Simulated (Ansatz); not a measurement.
**Field gradients of LaH₂₀ from run to run**

Cell of run 1: a computed structure from the Materials Project (it need not be an observed phase).

Space group R-3m:H (No. 166); a = 7.3108, c = 13.1063 Å, γ = 120.00°.

```csv
site,Wyckoff,site symmetry,x,y,z
La,3a,-3m,0.0000,0.0000,0.0000
H2,6c,3m,0.0000,0.0000,0.1711
H4,18h,.m,0.8377,0.1623,0.4281
H10,18h,.m,0.7925,0.5851,0.4703
H16,18f,.2,0.1148,0.3333,0.3333
```

One atom of each set is listed; the run and its k-mesh use a cell of 21 atoms with edges of 6.07, 6.07, 6.07 Å.

Relaxed positions (PBE, cell held):

La (0.0000, 0.0000, 0.0000)
H2 (0.0000, 0.0000, 0.1713)
H4 (0.8375, 0.1625, 0.4286)
H10 (0.7922, 0.5844, 0.4707)
H16 (0.1149, 0.3333, 0.3333)

All runs are DFT with Ansatz 0.2.0 (plane waves and PAW, scalar-relativistic unless spin–orbit coupling is named, Γ-centred meshes, Fermi–Dirac smearing where given) in this cell.

Run 1: PBE, atoms as given; 420 eV, 6×6×6 k-points, smearing 0.05 eV.
Run 2: PBE, atoms relaxed; 420 eV, 6×6×6 k-points, smearing 0.05 eV.
Run 3: r2SCAN, at the relaxed atoms; 500 eV, 6×6×6 k-points, smearing 0.05 eV.
Run 4: PBE with spin–orbit coupling, at the relaxed atoms; 420 eV, 6×6×6 k-points, smearing 0.05 eV.
Run 5: PBE, at the relaxed atoms; 550 eV, 6×6×6 k-points, smearing 0.05 eV.

```csv
run,La V_zz (η),H4 V_zz (η),H10 V_zz (η)
1,-31.7 (0.00),2.34 (0.11),1.94 (0.18)
2,-31.6 (0.00),2.34 (0.11),1.95 (0.18)
3,-31.9 (0.00),2.32 (0.12),1.88 (0.20)
4,?,?,?
5,-31.5 (0.00),2.34 (0.11),1.94 (0.18)
```

V_zz in 10²¹ V/m²; 3 of the 5 sets of like atoms are followed.

Q: Estimate the row of run 4.

A: La: -31.6 (0.00); H4: 2.34 (0.11); H10: 1.95 (0.18). It lies nearest to run 2, from whose tensors on these sites it differs by 0.07 at most (largest principal value of the difference, on La). Taken one at a time, the functional (r2SCAN with its higher cutoff) moves the tensors on these sites by up to 0.34 (largest principal value of the change, on La), the positions of the atoms (as given or relaxed) by 0.15 (La), spin–orbit coupling by 0.07 (La), the cutoff by 0.03 (La).

In runs 1, 2, 3, 4, 5 there is no gap above 0.1 eV, so the gradients can move by 10 % or more with the k-mesh. In run 3 the atoms aren't at the calculated equilibrium (largest force 0.29 eV/Å).
